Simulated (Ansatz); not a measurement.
Pb:
```
Pb
1.0
    0.00000     2.47947     2.47947
    2.47947     0.00000     2.47947
    2.47947     2.47947     0.00000
Pb
1
Cartesian
  0.00000   0.00000   0.00000
```

Relaxed with PBE+D3(BJ). Special points in fractions of this cell's reciprocal vectors: Γ (0.000, 0.000, 0.000); X (0.500, 0.000, 0.500); U (0.625, 0.250, 0.625); K (0.375, 0.375, 0.750); L (0.500, 0.500, 0.500); W (0.500, 0.250, 0.750).

Question: List the band energies nearest the Fermi level at these points for DFT-PBE+D3(BJ) in the program Ansatz with PAW potentials.

Answer: In eV from the Fermi level; about four levels below and three above (degenerate sets whole), none deeper than 8.9 eV; … stands for higher levels left out; points with the same levels are listed once.

| k | below | above |
|---|---|---|
| Γ | – | 7.34 7.34 7.34 |
| X | -6.76 -3.29 | 2.01 2.01 … |
| U | -6.84 -2.30 -1.25 | 2.93 … |
| L | -8.16 -4.22 | 5.52 5.52 … |
| W | -6.65 -1.40 -1.40 | 0.23 … |

Space group Fm-3m (fcc (Cu type)). Symmetry was held in the PBE+D3(BJ) relaxation. The pairwise dispersion correction was not fitted to metals. Scalar-relativistic: spin–orbit coupling is off unless named, which matters more the heavier the elements.

Potentials: the earlier of the program's two PAW sets.
